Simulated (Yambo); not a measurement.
A G0W0@PBEsol run in Yambo for HgAl2S4 (space group I-4, No. 82) (4×4×4 Γ-centred k mesh, bands 5 to 169 and a 6 Ry block in the screening, 169 bands in G with the Bruneval-Gonze terminator, plasmon pole fitted at 27.2 eV) gives these matrix elements, in eV, at the band edges (X → Γ):

```csv
state,E0,<Vxc>,<Σx>,<Σc(E0)>,Z
valence edge,0.000,-13.265,-16.502,2.154,0.782
conduction edge,2.023,-11.825,-8.133,-3.062,0.809
```

Solve the linearised quasiparticle equation for both states, give the gap, and say how exchange and correlation each act on it.

E = E0 + Z(Σx + Σc − Vxc). Valence: 0.000 + 0.782 × (-16.502 + (2.154) − (-13.265)) = -0.85 eV. Conduction: 2.023 + 0.809 × (-8.133 + (-3.062) − (-11.825)) = 2.53 eV. The gap is 3.38 eV, against 2.02 eV in PBEsol. Replacing Vxc by bare exchange alone would open it by 6.93 eV; correlation takes back 5.22 eV of that, and Z scales what is left. Nearest settings tried, and what they do to the gap: 2 Ry block (69 vectors against 271): -161 meV. Not varied: bands in G, bands in W, mesh. So the settings aren't converged at that level. Spin-orbit coupling is left out, which matters for elements this heavy: edges can move by tenths of an eV.

Geometry of the Materials Project entry, not relaxed at this level; primitive cell a = b = c = 6.465 Å, α = β = 128.90°, γ = 75.16°.
